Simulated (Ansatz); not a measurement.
## Bi started on a Pb site next to a Cs vacancy in cubic perovskite CsPbBr3, 39 atoms, charge 0

These are results of DFT, PBEsol, PAW, plane waves in Ansatz, not measurements.

Command:

```sh
ansatz run in.yaml --threads 8 --pin off --max-ram 118750MiB --runs-dir r --events-out ev --progress --plain --backend cuda --devices 0,
```

The input less its lattice and atoms:

```yaml
crystal:
  symmetry: { detect: false }
kpoints:
  mp_grid: { grid: [1, 1, 1], shift: [0.25, 0.25, 0.25] }
hamiltonian:
  xc: pbesol
scf:
  occupations: { method: fermi_dirac, width: 0.01 }
relax:
  f_tol: 0.03
  max_steps: 80
  escape_saddle: false
  adjacent_minimum: "off"
output:
  forces: true
  eigenvalues: true
  populations: true
```

Start:

```xyz
39
Lattice="11.7633 0.0000 0.0000 0.0000 11.7633 0.0000 0.0000 0.0000 11.7633" Properties=species:S:1:pos:R:3 pbc="T T T"
Cs    0.0278   11.7442    5.9065
Cs   11.7491    5.8861   11.7426
Cs    0.0012    5.9042    5.8785
Cs    5.8901   11.7472   11.7385
Cs    5.8871   11.7450    5.8883
Cs    5.8657    5.8998   11.7557
Cs    5.8778    5.8967    5.8842
Bi    2.9434    2.9482    2.9780
Pb    2.9489    2.9882    8.8132
Pb    2.9430    8.8418    2.9410
Pb    2.9528    8.8412    8.8085
Pb    8.8425    2.9208    2.9279
Pb    8.8474    2.9646    8.8193
Pb    8.8483    8.8433    2.9597
Pb    8.8341    8.8091    8.8594
Br    2.9818    2.9576    0.0299
Br    2.9111    2.9624    5.8801
Br    2.9374    8.8117   11.7463
Br    2.9300    8.8033    5.8703
Br    8.8373    2.9408    0.0253
Br    8.8524    2.9216    5.9011
Br    8.7982    8.8120   11.7616
Br    8.8287    8.7908    5.8945
Br    0.0383    2.9229    2.9453
Br    0.0333    2.9454    8.8208
Br    0.0107    8.8446    2.9433
Br   11.7402    8.8394    8.8458
Br    5.8673    2.9355    2.9351
Br    5.9125    2.9115    8.8372
Br    5.8861    8.8293    2.9552
Br    5.8578    8.8408    8.8480
Br    2.9218    0.0485    2.9355
Br    2.9326   11.7156    8.8074
Br    2.9068    5.8566    2.9510
Br    2.9365    5.9047    8.8420
Br    8.8624    0.0372    2.9088
Br    8.8238    0.0285    8.8032
Br    8.8384    5.8950    2.9750
Br    8.7853    5.9309    8.8294
```

Steps:

```csv
step,energy less the first (eV),largest force component (eV/Å)
start,0.000,0.491
1,-0.356,0.139
2,-0.472,0.072
3,-0.497,0.041
4,-0.503,0.014
5,-0.509,0.023
6,-0.513,0.022
7,-0.519,0.034
8,-0.530,0.031
9,-0.569,0.042
10,-0.606,0.048
11,-0.608,0.079
12,-0.660,0.028
```

A structure on the way, about -0.47 eV from the start:

```
Cs Bi Pb Br
1.0
    11.76333    0.00000    0.00000
     0.00000   11.76333    0.00000
     0.00000    0.00000   11.76333
Cs Bi Pb Br
7 1 7 24
Direct
  0.99603 0.99405 0.50797
  0.99387 0.50605 0.99306
  0.99495 0.50668 0.50379
  0.50638 0.99408 0.99212
  0.50663 0.99423 0.50685
  0.50448 0.50655 0.99410
  0.50665 0.50752 0.50506
  0.25033 0.25078 0.25019
  0.24842 0.25021 0.75168
  0.24882 0.75224 0.24916
  0.25005 0.75281 0.75179
  0.75165 0.24820 0.24801
  0.75075 0.24864 0.75024
  0.75133 0.75054 0.25029
  0.75264 0.75113 0.75281
  0.26220 0.26090 0.00936
  0.25189 0.25343 0.49378
  0.26405 0.73484 0.00180
  0.25230 0.74742 0.49922
  0.73614 0.26480 0.00174
  0.75031 0.25232 0.49910
  0.73556 0.73591 0.00112
  0.74777 0.74708 0.50039
  0.00939 0.26012 0.25970
  0.00150 0.26496 0.73623
  0.00133 0.73643 0.26393
  0.00055 0.73603 0.73761
  0.49393 0.25301 0.25370
  0.49887 0.25100 0.74894
  0.49847 0.74937 0.25433
  0.49962 0.74955 0.74828
  0.26042 0.00956 0.26136
  0.26233 0.00137 0.73328
  0.25132 0.49441 0.25244
  0.25332 0.49837 0.74930
  0.73563 0.00160 0.26272
  0.73728 0.00108 0.73622
  0.74992 0.49913 0.25434
  0.74566 0.50062 0.74792
```

End:

```xyz
39
Lattice="11.7633 0.0000 0.0000 0.0000 11.7633 0.0000 0.0000 0.0000 11.7633" Properties=species:S:1:pos:R:3 pbc="T T T"
Cs   11.7056   11.5181    5.9972
Cs   11.6276    6.0747    0.1384
Cs   11.5461    5.9157    5.9170
Cs    6.3352    0.0333   11.4196
Cs    6.0654   11.6998    5.8356
Cs    5.8194    5.9606    0.0284
Cs    5.6818    6.0605    5.9035
Bi    2.9507    2.9677    2.9648
Pb    2.9375    2.9538    8.8350
Pb    2.9177    8.8663    2.9354
Pb    2.9377    8.8321    8.8362
Pb    8.8137    2.9260    2.9320
Pb    8.8743    2.9686    8.8125
Pb    8.7903    8.8237    2.9327
Pb    8.8393    8.7919    8.8302
Br    3.4265    2.8121    0.1524
Br    2.7089    3.3574    5.8217
Br    3.2862    8.7875    0.0233
Br    2.7556    8.5178    5.8767
Br    8.4492    3.2597    0.0110
Br    9.2057    2.6600    5.8611
Br    8.5520    8.4524    0.0068
Br    8.9686    9.0447    5.8812
Br    0.1272    3.0514    2.7720
Br    0.0444    3.6430    8.9651
Br   11.7516    8.6308    2.9692
Br    0.0050    8.2349    8.8492
Br    5.8176    3.0802    3.3615
Br    5.9090    2.4763    8.5809
Br    5.8426    8.6671    3.2599
Br    5.8860    9.2558    8.6322
Br    2.9908    0.1393    3.3704
Br    2.6791    0.0357    8.3555
Br    2.9464    5.8286    2.7022
Br    3.5449    5.8743    8.9258
Br    8.3945    0.0151    2.8162
Br    9.1385   11.7570    8.9163
Br    8.8303    5.8603    3.2370
Br    8.3135    5.8693    8.4741
```

Self-consistency was reached.

Time: 18 s of wall time on one NVIDIA GB300 with 8 processor threads, on a host shared with other runs; peak host memory 2.2 GiB.

**Question.** How much energy did the relaxation gain, and which atom moved most?

**Answer.** 0.66 eV in 12 steps, from a start with small random displacements (the gain also holds any tilting of the ideal host); atom 25 (Br) moved 0.71 Å, the median atom 0.33 Å (drift of the whole cell removed).

The one k point has no symmetry partners, which can distort the end along one axis.
